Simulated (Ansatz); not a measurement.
**LaS: one input, then a changed one**

The geometry is COD entry 1539531, unchecked; take it as a test cell. The listed cell was then made from it by scaling, straining or moving an atom.

First run: DFT, r2SCAN, PAW with Ansatz's default frozen-core files, scalar-relativistic (Ansatz 0.2.0).

Command: `ansatz run input.yaml --threads 1 --pin off --max-ram 2048MiB --backend cpu --events-out ev --progress --plain --runs-dir out` The run took about 19 s on 1 thread of a shared machine.

```yaml
crystal:
  lattice:
    - [0.0, 2.8672485402, 2.8672485402]
    - [2.8672485402, 0.0, 2.8672485402]
    - [2.8672485402, 2.8672485402, 0.0]
  atoms:
    - { symbol: La, position: [0.0, 0.0, 0.0] }
    - { symbol: S, position: [0.5, 0.5, 0.5] }
kpoints:
  mp_grid: { grid: [7, 7, 7] }
scf:
  occupations: { method: fermi_dirac, width: 0.02 }
hamiltonian:
  xc: r2scan
  pseudopotentials: { kind: paw }
output:
  forces: true
  stress: true
  efg: { contact_densities: true }
relax:
  f_tol: 0.005
  max_steps: 80
  cell: {}
```

Result: converged; relaxed volume 25.542 Å³/atom; 33 SCF iterations in all.

Spin–orbit coupling is left out, though it moves levels of the heavy atoms by tenths of an eV or more.

The input is then changed:

```diff
@@ -10,5 +10,5 @@
   mp_grid: { grid: [7, 7, 7] }
 scf:
-  occupations: { method: fermi_dirac, width: 0.02 }
+  occupations: { method: gaussian, width: 0.005 }
 hamiltonian:
   xc: r2scan
@@ -22,3 +22,6 @@
   max_steps: 80
   cell: {}
+accuracy: medium
+basis:
+  ecutrho_ratio: 4
```

Problem. What does the second run give?

Solution. It converged; energy at zero smearing +0.1 meV/atom from the first run; relaxed volume 25.536 Å³/atom; 34 SCF iterations in all.
